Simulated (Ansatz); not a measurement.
## Cu: enthalpies of structure types against pressure

All-electron LAPW in Ansatz 0.2.0 under LDA, scalar-relativistic, energies extrapolated to zero smearing. Each structure type was compressed from its own relaxed volume, symmetry kept and shape relaxed on PAW files, and E(V) was fitted to energies and pressures; H = E + pV has no temperature or zero-point term. Only these types were tried: fcc (Fm-3m, 18×18×18 mesh, 10.89 Å³/atom at rest); bcc (Im-3m, 19×19×19 mesh, 10.93 Å³/atom at rest); hcp (P6_3/mmc, 17×17×10 mesh, 10.89 Å³/atom at rest); diamond (Fd-3m, 15×15×15 mesh, 17.06 Å³/atom at rest). Spin polarisation is left out. Spin–orbit coupling is left out; Fermi–Dirac smearing is 0.05 to 0.1 eV. Enthalpies carry a few meV/atom of noise from meshes and fits.

Enthalpies against fcc:

```
p (GPa)  fcc (meV/atom)  bcc (meV/atom)  hcp (meV/atom)  diamond (meV/atom)
      0               0              37               7                1238
     19               0              42               7                1852
     51               0              48               7                2627
     95               0              55               6                3466
    190               0              65               6                4878
    320               0              74               6                6392
    480               0              83               6                7917
    600               0              88               6                8912
```

(1) What sequence of phases does this give?

Results:

(1) Among the types tried, fcc is lowest at zero pressure and stays so up to 640 GPa.
